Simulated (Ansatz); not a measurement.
One starting cell of Ti (a generated trial cell of Ti in the AFLOW prototype A_oC4_63_c (A20)) was relaxed twice with Ansatz (plane waves, PAW, scalar-relativistic): with PBEsol at 420 eV and with PBE at 420 eV. The PBEsol result:

```cif
data_Ti2
_chemical_formula_sum 'Ti2'
_space_group_name_H-M_alt 'P 1'
_space_group_IT_number 1
_cell_length_a 2.90052
_cell_length_b 2.90052
_cell_length_c 4.59034
_cell_angle_alpha 90.000
_cell_angle_beta 90.000
_cell_angle_gamma 120.000
loop_
_space_group_symop_operation_xyz
  'x, y, z'
loop_
_atom_site_label
_atom_site_type_symbol
_atom_site_fract_x
_atom_site_fract_y
_atom_site_fract_z
_atom_site_occupancy
Ti1 Ti 0.66667 0.33333 0.75000 1
Ti2 Ti 0.33333 0.66667 0.25000 1
```

```json
[
 {"quantity": "space group", "PBEsol": "P6₃/mmc", "PBE": "P6₃/mmc"},
 {"quantity": "volume (Å³/atom)", "PBEsol": "16.72", "PBE": "___"},
 {"quantity": "a (Å)", "PBEsol": "2.901", "PBE": "___"},
 {"quantity": "c (Å)", "PBEsol": "4.590", "PBE": "___"},
 {"quantity": "gap (eV, no spin-orbit coupling)", "PBEsol": "0.00", "PBE": "___"}
]
```

Problem. Fill in the PBE column.

Solution. 
- volume (Å³/atom), PBE: 17.39
- a (Å), PBE: 2.939
- c (Å), PBE: 4.650
- gap (eV, no spin-orbit coupling), PBE: 0.00

Both levels end in the same structure; PBE's volume is 4.0 % larger. Neither column is exact.

No spin polarisation in the result.

The run could not lose the symmetry of its start; a randomly shaken copy of 4 atoms returns to this structure.

Ansatz is a first-principles code.
